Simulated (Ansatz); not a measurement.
Be: two-dimensional strain map

The calculation used DFT LDA, scalar-relativistic, plane waves, PAW in Ansatz. Cutoff 420 eV, Γ-centred 30×30×18 k-points, Gaussian smearing of 0.15 eV. No spin polarisation. Energies are free energies at this smearing, counted from the undisturbed cell; pressure is positive in compression.

Zero of the scan (relaxed at this level):

```
Be
1.0
     2.22621    0.00000    0.00000
    -1.11311    1.92796    0.00000
     0.00000    0.00000    3.51658
Be
2
Cartesian
  0.0000 1.2853 0.8791
  1.1131 0.6427 2.6374
```

The cell is strained by p along both x and y and by q along z, fractional coordinates fixed. Points are written (p, q).

Energy above the undisturbed cell in meV/atom (a dash: not computed):

| p \ q | -0.050 | -0.025 | 0.000 | 0.025 | 0.050 |
| --- | --- | --- | --- | --- | --- |
| -0.050 | 78.8 | 57.2 | 50.2 | 56.0 | 71.2 |
| -0.025 | 39.1 | 18.6 | 12.2 | 18.1 | 34.6 |
| 0.000 | 25.1 | – | 0.0 | – | – |

Pressure in GPa:

```
 p \ q  -0.050  -0.025  0.000  0.025  0.050
-0.050    26.2    20.6   15.8   11.7    8.8
-0.025    16.4    11.4    7.1    3.4    0.3
 0.000     8.4       –    0.0      –      –
```